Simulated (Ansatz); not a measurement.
Ti2GeB2:
```cif
data_B2GeTi2
_chemical_formula_sum 'Ti2 Ge1 B2'
_space_group_name_H-M_alt 'P 1'
_space_group_IT_number 1
_cell_length_a 3.02987
_cell_length_b 3.02987
_cell_length_c 7.30575
_cell_angle_alpha 90.000
_cell_angle_beta 90.000
_cell_angle_gamma 120.000
loop_
_space_group_symop_operation_xyz
  'x, y, z'
loop_
_atom_site_label
_atom_site_type_symbol
_atom_site_fract_x
_atom_site_fract_y
_atom_site_fract_z
_atom_site_occupancy
Ti1 Ti 0.33333 0.66667 0.71360 1
Ti2 Ti 0.33333 0.66667 0.28640 1
Ge1 Ge 0.00000 0.00000 0.00000 1
B1 B 0.00000 0.00000 0.50000 1
B2 B 0.66667 0.33333 0.50000 1
```

Relaxed with r²SCAN.

Task: Tabulate the valence density and the electron localisation function along the shortest Ti–B contact (2.34 Å), r²SCAN (plane waves, PAW; program Ansatz).

Result: 

```tsv
distance from Ti (Å)	density (e/Å³)	ELF
0.23	10.40	0.66
0.35	8.38	0.72
0.47	5.93	0.75
0.59	3.61	0.71
0.70	1.90	0.57
0.82	0.94	0.34
0.94	0.53	0.16
1.05	0.39	0.13
1.17	0.35	0.21
1.29	0.38	0.38
1.41	0.43	0.54
1.52	0.50	0.61
1.64	0.59	0.59
1.76	0.66	0.49
1.88	0.70	0.30
1.99	0.65	0.11
2.11	0.53	0.02
```

The density is the valence pseudo-density with augmentation charge, so density and ELF within about 1 Å of a nucleus are not all-electron values.

Space group P-6m2. The start of the workflow was typed in or built on a structure type; neither database checked (COD, Materials Project) lists it. Its standing as an ambient phase is unchecked. The cell was relaxed with r²SCAN under the symmetry of its start; its stability against distortions is not shown here. No spin polarisation was allowed.

Potentials: the earlier of the program's two PAW sets. The files were generated under PBE; for other functionals the program regenerates the frozen cores, and for LDA and PBEsol the local potential too.
